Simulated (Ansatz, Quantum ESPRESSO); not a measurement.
## Equation of state of WGe under PBE

```cif
data_structure
_symmetry_space_group_name_H-M 'Fm-3m'
_symmetry_Int_Tables_number 225
_cell_length_a 5.1552
_cell_length_b 5.1552
_cell_length_c 5.1552
_cell_angle_alpha 90.000
_cell_angle_beta 90.000
_cell_angle_gamma 90.000
_cell_volume 137.01
loop_
_atom_site_label
_atom_site_type_symbol
_atom_site_symmetry_multiplicity
_atom_site_Wyckoff_symbol
_atom_site_fract_x
_atom_site_fract_y
_atom_site_fract_z
_atom_site_occupancy
Ge1 Ge 4 b 0.50000 0.00000 0.00000 1
W1 W 4 a 0.00000 0.00000 0.00000 1
```

The cell comes from a database or a generator and needn't be the stable form of this composition.

The cell was scaled at fixed shape and fractions and run with Ansatz, Ansatz PAW (earlier soft set), cutoff 420 eV; PBE, k mesh 9 × 9 × 9 on the cell of 2 atoms, fermi-dirac occupations of 0.05 eV, no spin polarisation, no spin-orbit coupling. Energies are those that the program minimises, any entropy of the smearing included. For a metal such a mesh isn't converged to the digits shown.

```tsv
V (Å³/atom)	energy over the lowest row (meV/atom)
16.0983	38.73
16.4408	16.92
16.7833	4.33
17.1258	0.00
17.4683	3.06
17.8109	?
18.1534	28.38
```

Problem. Fit the third-order Birch-Murnaghan form, give V0, B0 and B′, and predict the energy left open.

Solution. With y = (V0/V)^(2/3), E = E0 + (9 V0 B0/16) [(y - 1)³ B′ + (y - 1)² (6 - 4y)]. Least squares through the rows shown give V0 = 17.1491 Å³/atom, E0 = -0.02 meV, B0 = 171.7 GPa (1 eV/Å³ = 160.218 GPa) and B′ = 4.50, with a largest miss of 0.01 meV. At V = 17.8109 the form with these constants gives 12.75 meV; the run gave 12.75 meV an atom. Other set-ups at this level, from all their volumes (Å³/atom, GPa): Quantum ESPRESSO, SSSP 1.3 efficiency PBE: V0 17.149, B0 172.2.
